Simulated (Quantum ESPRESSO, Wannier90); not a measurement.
# Wannier functions of YGe (Cmcm)

Structure: Materials Project mp-9971, symmetrised, not relaxed again. Not found in the COD (Crystallography Open Database) copy used; not checked further. Computed values, not measurements, from PBEsol: Quantum ESPRESSO (norm-conserving PseudoDojo potentials, cutoff 63 Ry, spinors with spin-orbit coupling) on a Γ-centred 4×4×4 mesh, then Wannier90. Density: 8×8×8 mesh, cold smearing 0.01 Ry.

On the energy scale of pw.x, whose zero is arbitrary, the Fermi level lies at 11.98 eV.

Input w.win:

```
num_bands = 4
num_wann = 4
exclude_bands = 1-24,29-116
spinors = true
num_iter = 800
conv_tol = 1.0e-6
conv_window = 4
write_hr = true
write_u_matrices = true
auto_projections = true
begin unit_cell_cart
ang
    0.0000000000    0.0000000000    3.9546000000
   -4.2825600000    0.0000000000    0.0000000000
    2.1412800000   -5.3622000000    0.0000000000
end unit_cell_cart
begin atoms_frac
Y   -0.2500000000  0.1386100000  0.2772200000
Y    0.2500000000 -0.1386100000 -0.2772200000
Ge  -0.2500000000  0.4156200000 -0.1687600000
Ge   0.2500000000 -0.4156200000  0.1687600000
end atoms_frac
mp_grid = 4 4 4
begin kpoints
0.0000000000 0.0000000000 0.0000000000
0.0000000000 0.0000000000 0.2500000000
0.0000000000 0.0000000000 0.5000000000
... (61 more lines: the 4x4x4 mesh through Gamma)
end kpoints
```

Input of pw2wannier90.x that gives the overlap and projection files (equivalent; here they were cut from one run over all bands):

```
&inputpp
  outdir = './out'
  prefix = 'pwscf'
  seedname = 'w'
  write_amn = .true.
  write_mmn = .true.
  scdm_proj = .true.
  scdm_entanglement = 'isolated'
/
```

Output w.wout (banner and timings cut):

```
                                    ------
                                    SYSTEM
                                    ------

                              Lattice Vectors (Ang)
                    a_1     0.000000   0.000000   3.954600
                    a_2    -4.282560   0.000000   0.000000
                    a_3     2.141280  -5.362200   0.000000

                   Unit Cell Volume:      90.81321  (Ang^3)

                        Reciprocal-Space Vectors (Ang^-1)
                    b_1     0.000000   0.000000   1.588830
                    b_2    -1.467156  -0.585878   0.000000
                    b_3     0.000000  -1.171755   0.000000

 *----------------------------------------------------------------------------*
 |   Site       Fractional Coordinate          Cartesian Coordinate (Ang)     |
 +----------------------------------------------------------------------------+
 | y    1  -0.25000   0.13861   0.27722   |    0.00000  -1.48651  -0.98865    |
 | y    2   0.25000  -0.13861  -0.27722   |    0.00000   1.48651   0.98865    |
 | ge   1  -0.25000   0.41562  -0.16876   |   -2.14128   0.90492  -0.98865    |
 | ge   2   0.25000  -0.41562   0.16876   |    2.14128  -0.90492   0.98865    |
 *----------------------------------------------------------------------------*
                                ------------
                                K-POINT GRID
                                ------------

             Grid size =  4 x  4 x  4      Total points =   64

 *---------------------------------- MAIN ------------------------------------*
 |  Number of Wannier Functions               :                 4             |
 |  Number of Objective Wannier Functions     :                 4             |
 |  Number of input Bloch states              :                 4             |
 |  Output verbosity (1=low, 5=high)          :                 1             |
 |  Timing Level (1=low, 5=high)              :                 1             |
 |  Optimisation (0=memory, 3=speed)          :                 3             |
 |  Length Unit                               :               Ang             |
 |  Post-processing setup (write *.nnkp)      :                 F             |
 |  Using Gamma-only branch of algorithms     :                 F             |
 *----------------------------------------------------------------------------*
 *------------------------------- WANNIERISE ---------------------------------*
 |  Total number of iterations                :               800             |
 |  Number of CG steps before reset           :                 5             |
 |  Trial step length for line search         :             2.000             |
 |  Convergence tolerence                     :         0.100E-05             |
 |  Convergence window                        :                 4             |
 |  Iterations between writing output         :                 1             |
 |  Iterations between backing up to disk     :               100             |
 |  Write r^2_nm to file                      :                 F             |
 |  Write xyz WF centres to file              :                 F             |
 |  Write on-site energies <0n|H|0n> to file  :                 F             |
 |  Use guiding centre to control phases      :                 F             |
 |  Use phases for initial projections        :                 F             |
 *----------------------------------------------------------------------------*
 *-------------------------------- PLOTTING ----------------------------------*
 |  Plotting Hamiltonian in WF basis          :                 T             |
 *----------------------------------------------------------------------------*

 *---------------------------------- K-MESH ----------------------------------*
 +----------------------------------------------------------------------------+
 |                    Distance to Nearest-Neighbour Shells                    |
 |                    ------------------------------------                    |
 |          Shell             Distance (Ang^-1)          Multiplicity         |
 |          -----             -----------------          ------------         |
 |             1                   0.292939                      2            |
 |             2                   0.394953                      4            |
 |             3                   0.397207                      2            |
 |             4                   0.493545                      4            |
 |             5                   0.560144                      8            |
 |             6                   0.572376                      4            |
 |             7                   0.585878                      2            |
 |             8                   0.696698                      8            |
       ... (lines left out)
 +----------------------------------------------------------------------------+
 | The b-vectors are chosen automatically                                     |
 | The following shells are used:                       1,  2,  3             |
 +----------------------------------------------------------------------------+
 |                        Shell   # Nearest-Neighbours                        |
 |                        -----   --------------------                        |
 |                          1               2                                 |
 |                          2               4                                 |
 |                          3               2                                 |
 +----------------------------------------------------------------------------+
 | Completeness relation is fully satisfied [Eq. (B1), PRB 56, 12847 (1997)]  |
 +----------------------------------------------------------------------------+
 |                  b_k Vectors (Ang^-1) and Weights (Ang^2)                  |
 |                  ----------------------------------------                  |
 |            No.         b_k(x)      b_k(y)      b_k(z)        w_b           |
 |            ---        --------------------------------     --------        |
 |             1         0.000000   -0.292939    0.000000     4.897483        |
 |             2         0.000000    0.292939    0.000000     4.897483        |
 |             3        -0.366789   -0.146469    0.000000     1.858263        |
 |             4        -0.366789    0.146469    0.000000     1.858263        |
 |             5         0.366789    0.146469    0.000000     1.858263        |
 |             6         0.366789   -0.146469    0.000000     1.858263        |
 |             7         0.000000    0.000000    0.397207     3.169096        |
 |             8         0.000000    0.000000   -0.397207     3.169096        |
 +----------------------------------------------------------------------------+
 |                           b_k Directions (Ang^-1)                          |
 |                           -----------------------                          |
 |            No.           x           y           z                         |
 |            ---        --------------------------------                     |
 |             1         0.000000   -0.292939    0.000000                     |
 |             2        -0.366789   -0.146469    0.000000                     |
 |             3        -0.366789    0.146469    0.000000                     |
 |             4         0.000000    0.000000    0.397207                     |
 +----------------------------------------------------------------------------+

 Starting a new Wannier90 calculation ...

 Reading overlaps from w.mmn

 Reading projections from w.amn

 *------------------------------- WANNIERISE ---------------------------------*
 +--------------------------------------------------------------------+<-- CONV
 | Iter  Delta Spread     RMS Gradient      Spread (Ang^2)            |<-- CONV
 +--------------------------------------------------------------------+<-- CONV

 ------------------------------------------------------------------------------
 Initial State
  WF centre and spread    1  (  0.000169,  1.477185,  0.988583 )     1.00972762
  WF centre and spread    2  ( -0.000169, -1.477185, -0.988717 )     1.00972762
  WF centre and spread    3  ( -0.000056,  1.477565,  0.988719 )     0.99747892
  WF centre and spread    4  (  0.000056, -1.477565, -0.988581 )     0.99747892
  Sum of centres and spreads (  0.000000, -0.000000,  0.000004 )     4.01441308

      0     0.401E+01     0.0000000000        4.0144130814  <-- CONV
        O_D=      0.0022295 O_OD=      0.0339409 O_TOT=      4.0144131 <-- SPRD
 ------------------------------------------------------------------------------
      1    -0.320E-01     0.1633602300        3.9824479546  <-- CONV
        O_D=      0.0005876 O_OD=      0.0036177 O_TOT=      3.9824480 <-- SPRD
      2    -0.126E-02     0.0492521313        3.9811903783  <-- CONV
        O_D=      0.0002155 O_OD=      0.0027322 O_TOT=      3.9811904 <-- SPRD
      3    -0.118E-03     0.0170555603        3.9810722141  <-- CONV
        O_D=      0.0001832 O_OD=      0.0026464 O_TOT=      3.9810722 <-- SPRD
      4    -0.215E-04     0.0073145532        3.9810507310  <-- CONV
        O_D=      0.0001752 O_OD=      0.0026329 O_TOT=      3.9810507 <-- SPRD
      5    -0.716E-05     0.0036584454        3.9810435704  <-- CONV
        O_D=      0.0001729 O_OD=      0.0026280 O_TOT=      3.9810436 <-- SPRD
       ... (lines left out)
      8    -0.464E-07     0.0003260453        3.9810414155  <-- CONV
        O_D=      0.0001722 O_OD=      0.0026265 O_TOT=      3.9810414 <-- SPRD
      9    -0.162E-07     0.0001840541        3.9810413993  <-- CONV
        O_D=      0.0001722 O_OD=      0.0026265 O_TOT=      3.9810414 <-- SPRD
     10    -0.358E-08     0.0000920810        3.9810413957  <-- CONV
        O_D=      0.0001722 O_OD=      0.0026265 O_TOT=      3.9810414 <-- SPRD
             <<<     Delta < 1.000E-06  over  4 iterations     >>>
             <<< Wannierisation convergence criteria satisfied >>>
 Final State
  WF centre and spread    1  ( -0.000000,  1.477499,  0.988651 )     0.99526035
  WF centre and spread    2  (  0.000000, -1.477499, -0.988649 )     0.99526035
  WF centre and spread    3  ( -0.000000,  1.477499,  0.988651 )     0.99526035
  WF centre and spread    4  (  0.000000, -1.477499, -0.988649 )     0.99526035
  Sum of centres and spreads (  0.000000, -0.000000,  0.000002 )     3.98104140

         Spreads (Ang^2)       Omega I      =     3.978242650
        ================       Omega D      =     0.000172228
                               Omega OD     =     0.002626518
    Final Spread (Ang^2)       Omega Total  =     3.981041396
```
